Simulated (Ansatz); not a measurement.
How far is PAW off for TiB$_{2}$?

```yaml
crystal:
  lattice:
    - [3.06906, 0.00000, 0.00000]
    - [-1.53453, 2.65788, 0.00000]
    - [0.00000, 0.00000, 3.27088]
  atoms:
    - { symbol: Ti, position: [0.00000, 0.00000, 0.00000] }
    - { symbol: B, position: [0.33333, 0.66667, 0.50000] }
    - { symbol: B, position: [0.66667, 0.33333, 0.50000] }
```

Atoms are numbered in the order listed.

The geometry is COD entry 2002799, unchecked; take it as a test cell. The listed cell was then made from it by scaling, straining or moving an atom.

All numbers are computed: DFT, PBEsol, PAW with Ansatz's default frozen-core files, scalar-relativistic (Ansatz 0.2.0); DFT, PBEsol, all-electron PAW with datasets made for the crystal, scalar-relativistic (Ansatz 0.2.0); DFT, PBEsol, all-electron LAPW, scalar-relativistic (Ansatz 0.2.0).

For PAW: a Γ-centred 14×14×11 k mesh, Fermi–Dirac smearing of 0.03 eV, cutoff 420 eV, no spin polarisation; the PAW files were made with PBE, and the program remakes their frozen cores for this functional. The crystal-made all-electron datasets (AE datasets) take a cutoff of 360 eV at this cell. LAPW targets a basis error of 1 meV/atom. The Ansatz runs share mesh, smearing and spin set-up. Plane-wave (PAW) pressures include the program's estimate of the Pulay term.

Stress and pressure are positive in compression.

The change that made this cell: volume scaled by 1.04.

In a metal, gradients converge slowly with the k mesh: the values move by tens of per cent from one mesh to another, at times in sign, so only the comparison on one mesh counts.

| quantity | PAW | AE datasets | LAPW |
| --- | --- | --- | --- |
| pressure (GPa) | -14.12 | -14.15 | -14.15 |
| stress xx (GPa) | -13.91 | -13.96 | -13.95 |
| stress zz (GPa) | -14.56 | -14.54 | -14.55 |
| largest principal field gradient Vzz at Ti1 (10²¹ V/m²) | ? | 2.09 | – |

Problem. Fill in "PAW" for the row "largest principal field gradient Vzz at Ti1 (10²¹ V/m²)".

Solution. 2.01.
